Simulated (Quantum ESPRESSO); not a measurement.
## Kohn-Sham bands of NaAsF6 (R-3)

```
CELL_PARAMETERS angstrom
     -2.54831     4.41381     0.00000
     -5.09663     0.00000     0.00000
     -2.54831     1.47127     4.70729
ATOMIC_POSITIONS crystal
  Na 0.50000 0.50000 0.50000
  As 0.00000 0.00000 0.00000
  F  0.20999 0.65187 0.21420
  F  0.79001 0.34813 0.78580
  F  0.92394 0.20999 0.21420
  F  0.07606 0.79001 0.78580
  F  0.65187 0.92394 0.21420
  F  0.34813 0.07606 0.78580
```

Cell from Materials Project (mp-1079088), symmetrised, no further relaxation. Not found in the COD (Crystallography Open Database) copy used; not checked further. Computed values, not measurements, from PBEsol: Quantum ESPRESSO (norm-conserving PseudoDojo potentials, cutoff 71 Ry, no spin polarisation, no spin-orbit coupling) on a Γ-centred 4×4×4 mesh, then Wannier90. Density: 8×8×8 mesh, cold smearing 0.01 Ry. Spin-orbit coupling, left out, would split the p-like bands by a few tenths of an eV.

Task: List the Kohn-Sham levels between −8 and 8.6 eV relative to the valence-band maximum at the high-symmetry points, as a band run of pw.x on that density gives them (levels within 2 meV counted together).

Result: 
| point | k (reciprocal lattice) | levels (eV) |
|---|---|---|
| Γ | 0.000 0.000 0.000 | -4.57 (×2), -4.46, -2.51, -2.31 (×2), -1.83 (×2), -1.09, -0.74 (×2), -0.59, -0.49 (×2), -0.36, -0.08 (×2), 5.61 |
| T | 0.000 0.000 0.500 | -4.54 (×2), -4.51, -2.30 (×2), -2.24, -1.71 (×2), -1.31, -1.15, -0.95 (×2), -0.54 (×2), -0.26, -0.05 (×2), 6.38 |
| H_2 | -0.268 -0.536 0.232 | -4.54, -4.46, -4.43, -2.41, -2.25, -2.15, -1.94, -1.70, -1.17, -1.12, -0.96, -0.79, -0.79, -0.71, -0.08, -0.04, -0.04, 6.53 |
| H_0 | -0.464 -0.732 -0.232 | -4.54, -4.46, -4.43, -2.41, -2.25, -2.15, -1.94, -1.70, -1.17, -1.12, -0.96, -0.79, -0.79, -0.71, -0.08, -0.04, -0.04, 6.53 |
| L | 0.000 -0.500 0.000 | -4.67, -4.48, -4.40, -2.48, -2.19, -1.96, -1.88, -1.73, -1.42, -1.14, -0.87, -0.82, -0.68, -0.57, -0.10, -0.06, -0.02, 6.41 |
| S_0 | -0.366 -0.732 -0.366 | -4.53, -4.47, -4.43, -2.39, -2.32, -2.07, -1.94, -1.77, -1.13, -1.07, -1.04, -0.85, -0.76, -0.64, -0.08, -0.05, -0.01, 6.51 |
| S_2 | -0.366 -0.634 0.000 | -4.53, -4.47, -4.43, -2.39, -2.32, -2.07, -1.94, -1.77, -1.13, -1.07, -1.04, -0.85, -0.76, -0.64, -0.08, -0.05, -0.01, 6.51 |
| F | -0.500 -0.500 0.000 | -4.54, -4.45, -4.38, -2.54, -2.43, -1.92, -1.71, -1.64, -1.41, -1.23, -1.04, -0.80, -0.68, -0.61, -0.13, -0.09, 0.00, 6.51 |
